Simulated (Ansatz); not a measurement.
BeCdO2:
```yaml
crystal:
  lattice:
    - [3.05021, 0.00000, 0.00000]
    - [-1.52511, 2.64156, 0.00000]
    - [0.00000, 0.00000, 5.44423]
  atoms:
    - { symbol: Cd, position: [0.33333, 0.66667, 0.02680] }
    - { symbol: O, position: [0.33333, 0.66667, 0.42013] }
    - { symbol: Be, position: [0.66667, 0.33333, 0.51959] }
    - { symbol: O, position: [0.66667, 0.33333, 0.80348] }
```

Relaxed with r²SCAN. Special points in fractions of this cell's reciprocal vectors: Γ (0.000, 0.000, 0.000); M (0.500, 0.000, 0.000); K (0.333, 0.333, 0.000); A (0.000, 0.000, 0.500); L (0.500, 0.000, 0.500); H (0.333, 0.333, 0.500).

List the band energies nearest the valence-band maximum at these points for plane-wave PAW r²SCAN (Ansatz code).

In eV from the valence-band maximum; about four levels below and three above (degenerate sets whole), none deeper than 8.9 eV; … stands for higher levels left out; points with the same levels are listed once.

```tsv
k	below	above
Γ	-1.71 -1.71 -1.33 0.00 0.00	1.26 …
M	-3.00 -2.74 -2.00 -0.35	5.57 …
K	-3.52 -2.47 -1.90 -1.33	6.36 …
A	-1.56 -1.56 -0.16 -0.16	2.88 …
L	-2.45 -2.39 -1.55 -0.73	5.23 …
H	-3.53 -2.11 -1.93 -1.25	6.89 …
```

Space group P3m1. The start of the workflow was typed in or built on a structure type; neither database checked (COD, Materials Project) lists it. Its standing as an ambient phase is unchecked. Symmetry was held in the r²SCAN relaxation; whether a distortion lowers the energy is not shown. Scalar-relativistic: spin–orbit coupling is off unless named, which matters more the heavier the elements.

Potentials: the earlier of the program's two PAW sets. The files were generated under PBE; for other functionals the program regenerates the frozen cores, and for LDA and PBEsol the local potential too.
